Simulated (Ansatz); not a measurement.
### Question
Name crystals whose computed values (DFT-HSE06 in the program Ansatz with PAW potentials) fall in these windows: B₀ by P(V) fit (GPa) 160 to 190; gap (eV) 3.5 to 4.7.

### Answer


| crystal | B₀ by P(V) fit (GPa) | gap (eV) |
|---|---|---|
| Ga2O3, C2/m (Pearson symbol mS20) | 180 | 4.17 |
Others may fit too.

The cell was relaxed under the symmetry of its start. Scalar-relativistic: spin–orbit coupling is off unless named, which matters more the heavier the elements.

Potentials: the later of the program's two PAW sets.
